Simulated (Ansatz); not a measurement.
SiC (wurtzite)

```yaml
crystal:
  lattice:
    - [3.07530, 0.00000, 0.00000]
    - [-1.53765, 2.66329, 0.00000]
    - [0.00000, 0.00000, 5.04821]
  atoms:
    - { symbol: Si, position: [0.66667, 0.33333, 0.00050] }
    - { symbol: Si, position: [0.33333, 0.66667, 0.50050] }
    - { symbol: C, position: [0.66667, 0.33333, 0.62470] }
    - { symbol: C, position: [0.33333, 0.66667, 0.12470] }
```

E(V) scan at fixed shape, V₀ the volume above. The atoms relax within the cell's symmetry.

All values below come from r2SCAN (plane waves to 500 eV, PAW, scalar-relativistic; Ansatz, a program for electronic structure). k mesh 13×13×7 (Γ-centred), Fermi-Dirac smearing 0.05 eV. E stands for the smeared free energy. SiC was relaxed with its symmetry unable to fall. The zero of ΔE is the relaxed starting cell.

Q: What ΔE (kJ/mol of atoms) does the calculation give at V/V₀ = 0.940, 0.970, 0.985, 1.015, 1.030, 1.060?

A: 
| V/V₀ | ΔE (kJ/mol of atoms) |
|---|---|
| 0.940 | 2.82 |
| 0.970 | 0.67 |
| 0.985 | 0.16 |
| 1.015 | 0.16 |
| 1.030 | 0.61 |
| 1.060 | 2.32 |

(Under strain, the slope of the energy per volume gives the stress and its curvature an elastic modulus.)
